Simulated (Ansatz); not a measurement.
## Computed properties of AlC6

AlC$_{6}$ in space group P6/mmm (No. 191; C on 6j, Al on 1b), a = b = 4.270 Å, c = 5.844 Å, α = β = 90.00°, γ = 120.00°.

Space group P6/mmm (No. 191); conventional cell a = b = 4.270 Å, c = 5.844 Å, α = β = 90.00°, γ = 120.00°.

Method: plane-wave PAW PBE+D3(BJ) (Ansatz code). The cell and atoms are relaxed at this level. Other levels are named where they apply.

**Cell and energy**

- Volume per atom = 13.18 Å³
- Density = 1.78 g/cm³
- Formation energy from the elements (no fitted shifts) = 0.31 eV/atom

**Electronic structure**

- Electronic character = metallic (no gap)
- Density of states at the Fermi level = 0.32 states/eV per atom (mean over ±0.08 eV)

The start of the workflow was typed in or built on a structure type; neither database checked (COD, Materials Project) lists it. Its standing as an ambient phase is unchecked. The PBE+D3(BJ) relaxation kept the symmetry of its start; its stability against distortions is not shown here. The volume moved by 33 % from the start of the relaxation. Its formation energy is positive at this level, so the cell may be metastable or incomplete. The references are the lowest solids computed at this level, not always the standard phases.

Potentials: the earlier of the program's two PAW sets.
